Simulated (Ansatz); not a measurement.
ScGe:
```
CELL_PARAMETERS angstrom
      2.00760    -5.04276     0.00000
      2.00760     5.04276     0.00000
      0.00000     0.00000     3.76347
ATOMIC_POSITIONS crystal
  Sc 0.86349 0.13651 0.25000
  Sc 0.13651 0.86349 0.75000
  Ge 0.58967 0.41033 0.25000
  Ge 0.41033 0.58967 0.75000
```

Relaxed with r²SCAN. Special points in fractions of this cell's reciprocal vectors: Γ (0.000, 0.000, 0.000); Y (-0.500, 0.500, 0.000); C0 (-0.290, 0.710, 0.000); Σ0 (0.290, 0.290, 0.000); Z (0.000, 0.000, 0.500); A0 (0.290, 0.290, 0.500); E0 (-0.290, 0.710, 0.500); T (-0.500, 0.500, 0.500); S (0.000, 0.500, 0.000); R (0.000, 0.500, 0.500).

Task: List the band energies nearest the Fermi level at these points for r²SCAN in the plane-wave PAW code Ansatz.

Result: In eV from the Fermi level; about four levels below and three above (degenerate sets whole), none deeper than 8.9 eV; points with the same levels are listed once.

| k | below | above |
|---|---|---|
| Γ | -3.64 -2.05 -1.36 -0.80 | 0.25 0.47 1.23 |
| Y | -1.84 -1.54 -0.71 -0.53 | 1.18 1.53 1.66 |
| C0 | -5.27 -2.42 -2.27 -2.19 | 0.21 0.97 1.36 |
| Z | -1.89 -1.89 -1.35 -1.35 | 2.84 2.84 2.95 2.95 |
| A0 | -2.97 -2.97 -0.22 -0.22 | 1.95 1.95 3.13 3.13 |
| T | -1.53 -1.53 -0.13 -0.13 | 1.75 1.75 2.49 2.49 |
| S | -5.03 -3.55 -2.20 -2.00 | 0.08 1.07 1.75 |
| R | -2.82 -2.82 -0.70 -0.70 | 2.54 2.54 3.07 3.07 |

Space group Cmcm. The workflow started from a Materials Project entry (that database holds measured and hypothetical structures alike); the Crystallography Open Database copy checked does not list it. Whether it is the stable phase at ambient conditions was not checked. The r²SCAN relaxation kept the symmetry of its start; its stability against distortions is not shown here. The run is not spin-polarised. Spin–orbit coupling is left out wherever it is not named.

Potentials: the later of the program's two PAW sets.
